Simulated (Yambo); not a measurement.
AlAs: sweep of GW parameters

G0W0@PBE for AlAs (zinc blende, space group F-43m, No. 216) in Yambo. Reference settings: 4×4×4 Γ-centred k mesh, bands 5 to 202 and a 15 Ry block in the screening, 202 bands in G with the Bruneval-Gonze terminator, plasmon pole fitted at 27.2 eV. The PBE gap Γ → X on this mesh is 1.45 eV; G0W0 gaps are taken between the same points.

```csv
change from the reference,G0W0 gap Γ → X (eV),shift of the valence edge (eV),rough Yambo cost
reference settings,2.07,-0.74,1
"105 bands in W, 105 bands in G",2.01,-0.64,within a factor of two
105 bands in G,2.07,-0.74,–
9 Ry block,2.03,-0.70,within a factor of two
no terminator,2.04,-0.70,–
```

The reference isn't shown to be the converged limit. Costs are rough (shared machines), scaled to the same edge states, and given only for runs that recompute the screening.

Spin-orbit splittings are left out.

Geometry relaxed with PBEsol; primitive cell a = 4.0128 Å, b = 4.0128 Å, c = 4.0128 Å, α = 60.00°, β = 60.00°, γ = 60.00°.

A shift is the quasiparticle energy of the state minus its PBE energy.

The potentials are those of PseudoDojo's stringent table.
